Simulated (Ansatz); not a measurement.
**SrTiO3 single point**

Input file of Ansatz 0.2.0:

```yaml
crystal:
  lattice:
    - [3.92638122, 3.92638122, 0.0]
    - [0.0, 3.92638122, 3.92638122]
    - [3.92638122, 0.0, 3.92638122]
  atoms:
    - { symbol: Sr, position: [0.25, 0.25, 0.25] }
    - { symbol: Sr, position: [0.75, 0.75, 0.75] }
    - { symbol: Ti, position: [0.0, 0.0, 0.0] }
    - { symbol: Ti, position: [0.5, 0.5, 0.5] }
    - { symbol: O, position: [0.25, 0.75, 0.25] }
    - { symbol: O, position: [0.75, 0.25, 0.75] }
    - { symbol: O, position: [0.25, 0.25, 0.75] }
    - { symbol: O, position: [0.75, 0.75, 0.25] }
    - { symbol: O, position: [0.25, 0.75, 0.75] }
    - { symbol: O, position: [0.75, 0.25, 0.25] }
kpoints:
  mp_grid: { grid: [5, 5, 5], shift: [0, 0, 0] }
  band_path:
    path:
      - [0.0, 0.0, 0.0]
      - [0.5, 0.5, 0.0]
      - [1.0, 0.5, 0.5]
      - [0.0, 0.0, 0.0]
      - [1.0, 1.0, 1.0]
      - [0.5, 0.5, 0.0]
      - [1.0, 1.0, 1.0]
      - [1.0, 0.5, 0.5]
    npoints: 8
magnetization:
  spin_polarized: true
scf:
  occupations: { method: gaussian, width: 0.0215 }
  lower_state_search: "off"
  max_iter: 200
hamiltonian:
  pseudopotentials: { kind: paw }
  xc: r2scan
basis:
  ecutwfc: 500
  fft_grid_basis: typed
output:
  forces: true
  stress: true
  eigenvalues: true
  bader: true
  populations: true
  elf: true
  write_potential: true
  volumetric_format: npy
  dos:
    e_range: [-12, 8]
    de: 0.05
    projected: { site_lists: { O: [O], Sr: [Sr], Ti: [Ti] } }
checkpoint:
  read: saved_state
```

The saved state is an earlier solution for the same cell, perhaps on another mesh. The state carries no moments; the state need not be the lowest.

Output (shortened):

```
band count auto-derived: 52 (N_el = 80.0; filled up to band 40; 50 by the electrons, moments and atoms)
Pseudopotentials: kind: paw
Pseudopotential: Sr, paw, valence charge 10, recommended cutoff 500 eV (meta_gga), Sr.paw.azcp
Pseudopotential: Ti, paw, valence charge 12, recommended cutoff 500 eV (meta_gga), Ti.paw.azcp
Pseudopotential: O, paw, valence charge 6, recommended cutoff 500 eV (meta_gga), O.paw.azcp
Functional definition: r2SCAN
  exchange = r2scan_x(k0 = k0, k1 = k1, a1 = a1)
  correlation = r2scan_c
Crystal: 10 atoms, lattice volume = 121.062 Å³
Basis set: ecut = 500 eV, 3119 PW (Γ), exchange–correlation on 180×180×180 points (64 copies of the dense FFT grid, shifted against one another)
Bands: 52, of which v1, the nominal top of the filled ones, is band 40 counted from 1 (39 counted from 0)
Symmetry: 96 space group operations
Space group: Pm-3m (ITA 221), of the structure as read, at distance tolerance 4.9e-5 Å
k-points: 10 of 125
Initial density: read from a saved state, or passed on in memory by an earlier SCF of this step, an earlier step, the calling program or the single point that the run made first
Functional: x = r2scan, c = r2scan; τ floored in thin density (d = 2e-4 eV/Å³)
SCF iter   1: F=-15549.4309 eV  Δρ=1.42e-3  dr2=7.00e-4  dr2_τ=1.33e-3  dr2_m=0.00e0  M=0.000 μB ∫|m|=0.000 μB
SCF iter   2: F=-15549.4312 eV  Δρ=1.03e-3  dr2=4.00e-4  dr2_τ=2.41e-4  dr2_m=0.00e0  M=0.000 μB ∫|m|=0.000 μB
SCF iter   3: F=-15549.4311 eV  Δρ=2.95e-4  dr2=4.21e-4  dr2_τ=1.45e-5  dr2_m=0.00e0  M=0.000 μB ∫|m|=0.000 μB
SCF iter   4: F=-15549.4314 eV  Δρ=8.87e-5  dr2=4.20e-5  dr2_τ=1.39e-6  dr2_m=0.00e0  M=0.000 μB ∫|m|=0.000 μB
SCF iter   5: F=-15549.4316 eV  Δρ=1.68e-5  dr2=1.10e-6  dr2_τ=5.81e-8  dr2_m=0.00e0  M=0.000 μB ∫|m|=0.000 μB
SCF iter   6: F=-15549.4316 eV  Δρ=6.19e-6  dr2=1.87e-7  dr2_τ=3.65e-9  dr2_m=0.00e0  M=0.000 μB ∫|m|=0.000 μB
SCF iter   7: F=-15549.4316 eV  Δρ=2.34e-6  dr2=3.21e-8  dr2_τ=5.92e-10  dr2_m=0.00e0  M=0.000 μB ∫|m|=0.000 μB
Magnetization: 0.0000 μB (40.0000 up, 40.0000 down)
Absolute magnetization: 0.0000 μB (∫|ρ↑−ρ↓|)
Spin contamination: 0.0000 ħ² per cell (⟨S²⟩ above its minimum at these occupations)
Per-site moments (μB) at R_I (Å): [(0.0, 1.1453), (0.0, 1.1453), (0.0, 0.8098), (0.0, 0.8098), (0.0, 0.8098), (0.0, 0.8098), (0.0, 0.8098), (0.0, 0.8098), (0.0, 0.8098), (0.0, 0.8098)]
Free energy (F): -15549.4316 eV
Harris-Foulkes:  -15549.4316 eV  (|F-HF|=1.90e-8)
Internal energy: -15549.4316 eV  (E = F + TS)
E sigma→0 (E₀):  -15549.4316 eV
Fermi energy:    10.5480 eV
--- Per-component energies (eV) ---
  E_band       = -500.9759
  E_kinetic    = 2099.8992
  E_local      = -4804.9113  (includes V_loc(G=0)·N_el)
  E_nonlocal   = 688.5381
  E_hartree    = 1679.5957
  E_xc         = -962.2966
  E_vxc        = -1267.4232  (∫ρ·V_xc dr)
  E_paw        = -8498.1571  (= ΣΔE_a)
  E_vpaw       = -654.5412  (= ΣTr[D̂ρ^β])
  E_aug_tail   = 0.0063  (compensation charges beyond the density's cutoff)
  E_vtau       = 78.2604  (kinetic-family band-sum trace: ∫τ·v_τ [+ j·A + Jᵃ·Aᵃ] dr)
  E_ewald      = -5751.1151
  E_core_change = -0.9906  (= ΣΔE_core)
  E_smearing   =  0.0000  (= −TS)
--- Stress (GPa, compression-positive) ---
       -2.7276       0.0000       0.0000
        0.0000      -2.7276       0.0000
        0.0000       0.0000      -2.7276
  P = ⅓ Tr σ = -2.7276 GPa (-27.276 kbar)
--- Löwdin populations: 10 sites ---
  site symbol       q [e]    m [muB]
     0     Sr      8.2571     0.0000
     1     Sr      8.2571     0.0000
     2     Ti     10.6996     0.0000
     3     Ti     10.6996     0.0000
     4      O      6.9144     0.0000
     5      O      6.9144     0.0000
     6      O      6.9144     0.0000
     7      O      6.9144     0.0000
     8      O      6.9144     0.0000
     9      O      6.9144     0.0000
  spilling = 0.0075 (of n_electrons = 80.0000)
--- Bader charges: 10 sites ---
  site symbol  charge [e]  shift [e]    m [muB]
     0     Sr      1.6348     0.0000     0.0000
     1     Sr      1.6348     0.0000     0.0000
     2     Ti      2.3388     0.0034     0.0000
     3     Ti      2.3387     0.0034     0.0000
     4      O     -1.3245     0.0011     0.0000
     5      O     -1.3245     0.0011     0.0000
     6      O     -1.3245     0.0011     0.0000
     7      O     -1.3245     0.0011     0.0000
     8      O     -1.3245     0.0011     0.0000
     9      O     -1.3245     0.0011     0.0000
```

Origin: a database entry at a rescaled volume. Caveats: the input typed no starting moments.
